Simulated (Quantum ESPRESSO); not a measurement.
**Band energies of AgI**

```
AgI
1.0
    0.00000     3.17211     3.17211
    3.17211     0.00000     3.17211
    3.17211     3.17211     0.00000
Ag I
1 1
Direct
  0.00000   0.00000   0.00000
  0.25000   0.25000   0.25000
```

norm-conserving LDA (Quantum ESPRESSO, 86 Ry, no spin-orbit coupling); path ΓXWKΓLUWLK,UX; energies in eV from the valence-band maximum.

| k (1/Å) | point | band 9 | band 10 | band 11 | band 12 | band 13 | band 14 | band 15 | band 16 |
|---|---|---|---|---|---|---|---|---|---|
| 0.00 | Γ | -3.43 | -3.43 | 0.00 | 0.00 | 0.00 | 1.05 | 5.54 | 5.54 |
| 0.44 |  | -3.51 | -3.39 | -1.47 | -0.90 | -0.90 | 3.05 | 4.16 | 6.84 |
| 0.99 | X | -3.33 | -3.30 | -2.93 | -2.05 | -2.05 | 3.22 | 3.66 | 8.50 |
| 1.49 | W | -3.51 | -3.19 | -3.05 | -2.51 | -1.87 | 4.81 | 4.99 | 6.22 |
| 1.60 |  | -3.50 | -3.23 | -3.07 | -2.44 | -1.83 | 4.46 | 4.93 | 6.54 |
| 1.84 | K | -3.44 | -3.40 | -3.11 | -2.31 | -1.64 | 3.68 | 4.90 | 7.55 |
| 2.15 |  | -3.47 | -3.42 | -2.73 | -2.00 | -0.90 | 3.79 | 5.41 | 6.12 |
| 2.68 |  | -3.45 | -3.43 | -0.73 | -0.26 | -0.07 | 1.77 | 5.24 | 5.67 |
| 2.89 | Γ | -3.43 | -3.43 | 0.00 | 0.00 | 0.00 | 1.05 | 5.54 | 5.54 |
| 3.21 |  | -3.44 | -3.44 | -1.38 | -0.27 | -0.27 | 2.15 | 5.30 | 5.90 |
| 3.64 |  | -3.40 | -3.40 | -3.16 | -0.81 | -0.81 | 2.51 | 6.07 | 6.07 |
| 3.74 | L | -3.40 | -3.40 | -3.26 | -0.84 | -0.84 | 2.51 | 6.06 | 6.06 |
| 4.15 |  | -3.48 | -3.41 | -3.12 | -1.99 | -1.32 | 3.73 | 5.19 | 6.99 |
| 4.35 | U | -3.44 | -3.40 | -3.11 | -2.31 | -1.64 | 3.68 | 4.90 | 7.55 |
| 4.70 | W | -3.51 | -3.19 | -3.05 | -2.51 | -1.87 | 4.81 | 4.99 | 6.22 |
| 5.14 |  | -3.45 | -3.40 | -3.20 | -1.49 | -1.09 | 3.35 | 5.34 | 6.46 |
| 5.40 | L | -3.40 | -3.40 | -3.26 | -0.84 | -0.84 | 2.51 | 6.06 | 6.06 |
| 5.57 |  | -3.41 | -3.40 | -3.24 | -1.17 | -0.95 | 2.93 | 5.62 | 6.30 |
| 6.01 | K | -3.44 | -3.40 | -3.11 | -2.31 | -1.64 | 3.68 | 4.90 | 7.55 |
| 6.01 | U | -3.44 | -3.40 | -3.11 | -2.31 | -1.64 | 3.68 | 4.90 | 7.55 |
| 6.36 | X | -3.33 | -3.30 | -2.93 | -2.05 | -2.05 | 3.22 | 3.66 | 8.50 |

The LDA gap is direct, 1.05 eV at Γ.

Without spin-orbit coupling, band edges of such heavy elements can be off by tenths of an eV.

Geometry relaxed with LDA.
